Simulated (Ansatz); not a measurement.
One crystal and one scan (scan of one atom of the cell) at two levels, PBE (plane waves to 420 eV, PAW, scalar-relativistic; Ansatz, a first-principles code) and r2SCAN (plane waves to 500 eV, PAW, scalar-relativistic; Ansatz), each from its own relaxed cell and on its own mesh. The cell shown is that of PBE.

Starting cell, ZrB2 (AlB2 type, space group P6/mmm):

```yaml
crystal:
  lattice:
    - [6.34286, 0.00000, 0.00000]
    - [-1.58571, 2.74654, 0.00000]
    - [0.00000, 0.00000, 3.54132]
  atoms:
    - { symbol: Zr, position: [0.00000, 0.00000, 0.00000] }
    - { symbol: Zr, position: [0.50000, 0.00000, 0.00000] }
    - { symbol: B, position: [0.16667, 0.66667, 0.50000] }
    - { symbol: B, position: [0.66667, 0.66667, 0.50000] }
    - { symbol: B, position: [0.33333, 0.33333, 0.50000] }
    - { symbol: B, position: [0.83333, 0.33333, 0.50000] }
```

Scan: atom 2 (Zr, nearest neighbour B at 2.547 Å; its periodic images, 3.2 Å or more away, move with it) is displaced along Cartesian [111], direction (0.577, 0.577, 0.577) in Cartesian axes, by s. The other atoms stay.

E stands for the smeared free energy. ZrB2 is run without spin polarisation. ZrB2 was relaxed with its symmetry unable to fall. With partly filled bands, energies and forces of such displacements shift with the k mesh and the smearing. Both scans cover s from -0.250 to 0.250 Å.

ΔE (meV/cell), each from the undisplaced structure of its own level:

```csv
s (Å),PBE,r2SCAN
-0.250,617,629
-0.200,391,withheld
-0.150,218,222
-0.100,96,98
-0.050,24,24
0.000,0,0
0.050,24,24
0.100,96,98
0.150,218,222
0.200,391,withheld
0.250,617,629
```

**Question.** Estimate the r2SCAN value at 0.200 from the PBE value there and the ratio of the two levels in the two nearest given rows on that side of the minimum.

**Answer.** At 0.250 and 0.150 the ratio r2SCAN/PBE averages 1.019, which gives 1.019 × 391 = 398 meV/cell. The calculation gives 398 meV/cell, +1.8 % against PBE.

(For displaced atoms, the force is minus the slope of the energy, and its curvature is a force constant, which sets phonon frequencies.)
